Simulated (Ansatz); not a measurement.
## What strain does to Na2IF (ordering on rocksalt)

Na2IF as one 4-atom ordering (R-3m) on the rocksalt lattice, relaxed with r2SCAN in the PAW code Ansatz. Space group R-3m (No. 166), trigonal; conventional cell a = 3.997 Å, c = 19.238 Å, 22.18 Å³ an atom. Around F lie 6 Na at 2.58 Å; around I lie 6 Na at 3.08 Å; around Na lie 3 F at 2.58 Å and 3 I at 3.08 Å.

The axes x, y and z are those of this cell:
```
CELL_PARAMETERS angstrom
1.99850 1.15383 6.41279
-1.99850 1.15383 6.41279
0.00000 -2.30767 6.41279
ATOMIC_POSITIONS crystal
F 0.00000 0.00000 0.00000
I 0.50000 0.50000 0.50000
Na 0.27280 0.27280 0.27280
Na 0.72720 0.72720 0.72720
```

Unstrained: PBE gives a direct gap of 1.942 eV at Γ. r2SCAN gives a direct gap of 2.506 eV at Γ. Meshes: PBE 8×8×8, r2SCAN 8×8×8. Strains are changes of length per length. After each strain the atoms were relaxed again with r2SCAN within the symmetry that the strain leaves, so tilts or polar shifts that break it weren't tested; points keep the names that they have in the unstrained zone. These are computed values for a spin-unpolarised cell that may be hypothetical; none is a measurement.

Changes of the least gap in eV (an overlap counts as a negative gap):
```tsv
strain	volume change (%)	space group	PBE	r2SCAN	energy rise, r2SCAN (meV/atom)
isotropic -4.59 % on every length	-13.1	R-3m	-0.166	-0.179	38.6
uniaxial -3.09 % along z	-3.1	R-3m	+0.155	+0.169	2.4
```

Isotropic -4.59 % on every length. r2SCAN: the gap goes from 2.506 to 2.327 eV (-0.179 eV). Stress change with r2SCAN, compression positive: xx +5.20, yy +5.20, zz +4.16 GPa. For r2SCAN, dE_g/d ln V = 1.3 eV over this step.

Uniaxial -3.09 % along z, other directions held. r2SCAN: the gap goes from 2.506 to 2.675 eV (+0.169 eV). Stress change with r2SCAN, compression positive: xx +0.52, yy +0.52, zz +1.13 GPa.

No spin-orbit coupling is included; it can move band edges with weight on the heavy atoms by tenths of an eV.
